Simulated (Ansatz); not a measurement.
# Slab of bcc Rh (211), 1 layer

The slab is cut from the bcc crystal, which needn't be the stable phase, as relaxed on PAW files (13.59 Å³/atom), with 16 Å of vacuum and a dipole correction:

```xyz
1
Lattice="2.6036 0.0000 0.0000 0.0000 4.2517 0.0000 0.0000 0.0000 16.0000" Properties=species:S:1:pos:R:3 pbc="T T T"
Rh    0.0000    0.0000    8.0000
```

All numbers are LDA results (scalar-relativistic) from Ansatz 0.2.0, with a Γ-centred 14×9×1 k mesh, Fermi–Dirac smearing of 0.05 eV, no spin polarisation. Methods: LAPW: all electrons, basis error target 1 meV/atom; PAW: frozen-core files, cutoff 420 eV.

The bulk energy comes from a cell in the slab's orientation on a 14×9×5 mesh. The surface energy is (E(slab) − N·E(bulk))/2A at zero smearing, the mean of both faces; thin slabs carry quantum-size effects.

The PAW files were made under PBE. The cell is 1×1, so reconstructions are forbidden, and in slabs of four or five layers the relaxations can be far larger than at a real surface.

Question: As cut, the LAPW slab lies 4.223 eV above 1 atom of bulk. What surface energy is that?

Answer: Over two faces of 11.07 Å² it is 190.7 meV/Å², and times 16.02 J/m² per eV/Å² that gives γ = 3.056 J/m².

```
method  γ as cut (J/m²)  Φ as cut (eV)
  LAPW            3.056              ?
```

Question: Fill in "Φ as cut (eV)" for the row "LAPW".

Answer: 5.67.

Question: What changes if relativity is switched off, at the same positions?

Answer: LAPW then gives: no gap, work function 5.34 eV.

Question: What changes if the images along the normal are cut off in place of the dipole correction?

Answer: LAPW then gives: no gap, work function 5.67 eV; PAW: no gap, work function 5.67 eV.
